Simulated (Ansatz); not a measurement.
An elastic tensor (GPa, Voigt order, standard axes) from LDA in the plane-wave PAW code Ansatz:

```
 111  41.1  34.5   0.0   0.0   0.0
41.1   111  34.5   0.0   0.0   0.0
34.5  34.5   111   0.0   0.0   0.0
 0.0   0.0   0.0  34.2   0.0   0.0
 0.0   0.0   0.0   0.0  34.2   0.0
 0.0   0.0   0.0   0.0   0.0  35.0
```

Pick the material that matches.
A) Re, hcp (Mg type)
B) Zr, hcp (Mg type)
C) Sc, hcp (Mg type)

C, Sc, hcp (Mg type)

Space group P6_3/mmc (hcp (Mg type)). The cell was relaxed with LDA under the symmetry of its start. No spin polarisation was allowed. As this level gives no gap, shear constants depend on the k-mesh and smearing (Fermi–Dirac, 0.1 eV here). On the denser mesh and wider smearing of the elastic run this cell carries a stress of 0.5 GPa.

Potentials: the later of the program's two PAW sets.
